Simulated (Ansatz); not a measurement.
Theory: DFT PBE, scalar-relativistic, plane waves, PAW (Ansatz 0.2.0). Settings: cutoff 420 eV, Γ-centred meshes spaced at most about 0.3 Å⁻¹, and about 0.25 Å⁻¹ or finer for metals (2π included), Gaussian smearing. Collinear spin in cells that started with moments and kept them past the coarse steps, no spin elsewhere.

These are static total energies at zero pressure.

Two relaxed structures of Nb₂Te₂S:

A. (site moments Nb 0.6 (×2) μB)

```cif
data_structure
_symmetry_space_group_name_H-M 'I4/mmm'
_symmetry_Int_Tables_number 139
_cell_length_a 4.7743
_cell_length_b 4.7743
_cell_length_c 11.1973
_cell_angle_alpha 90.000
_cell_angle_beta 90.000
_cell_angle_gamma 90.000
_cell_volume 255.23
loop_
_atom_site_label
_atom_site_type_symbol
_atom_site_symmetry_multiplicity
_atom_site_Wyckoff_symbol
_atom_site_fract_x
_atom_site_fract_y
_atom_site_fract_z
_atom_site_occupancy
Nb1 Nb 4 d 0.00000 0.50000 0.25000 1
Te1 Te 4 e 0.00000 0.00000 0.36682 1
S1 S 2 a 0.00000 0.00000 0.00000 1
```

B. (no spin)

```cif
data_structure
_symmetry_space_group_name_H-M 'Cmmm'
_symmetry_Int_Tables_number 65
_cell_length_a 6.3753
_cell_length_b 10.9649
_cell_length_c 4.3645
_cell_angle_alpha 90.000
_cell_angle_beta 90.000
_cell_angle_gamma 90.000
_cell_volume 305.09
loop_
_atom_site_label
_atom_site_type_symbol
_atom_site_symmetry_multiplicity
_atom_site_Wyckoff_symbol
_atom_site_fract_x
_atom_site_fract_y
_atom_site_fract_z
_atom_site_occupancy
Nb1 Nb 4 g 0.81464 0.00000 0.00000 1
Te1 Te 4 e 0.25000 0.25000 0.00000 1
S1 S 2 d 0.00000 0.00000 0.50000 1
```

Question: Which would you expect to be lower, and how large is the difference?

Answer: B is lower, by 270 meV/atom. A has space group I4/mmm (No. 139), 25.5 Å³/atom and no gap on its mesh; B has space group Cmmm (No. 65), 30.5 Å³/atom and no gap. A holds Te–Te pairs (shortest 2.98 Å); in B the shortest Te–Te distance is 3.19 Å, near bonding range too. Their magnetic states differ too. The lower one is the more open, so pressure narrows the difference. Even the lower one lies +0.08 eV/atom against the reference forms of the elements (uncorrected), so neither is stable at this level. In A, around Nb lie 4 Te at 2.72 Å, 4 Nb at 3.38 Å and 4 S at 3.68 Å; around Te lie 4 Nb at 2.72 Å, 1 Te at 2.98 Å, 4 S at 3.69 Å and 1 S at 4.11 Å; S is surrounded by 8 Nb at 3.68 Å, 8 Te at 3.69 Å and 2 Te at 4.11 Å. In B, Nb has 1 Nb at 2.36 Å, 2 S at 2.48 Å and 2 Te at 2.77 Å; around Te lie 2 Nb at 2.77 Å and 2 Te at 3.19 Å; S is surrounded by 4 Nb at 2.48 Å. Both come from invented guesses. A third cell relaxed alike, in P-3m1, lies 0.70 eV/atom below the lower of the two.

Spin–orbit coupling, which can matter for Te, is left out. Another magnetic order may lie lower. Cells relaxed within their symmetry can be saddle points.
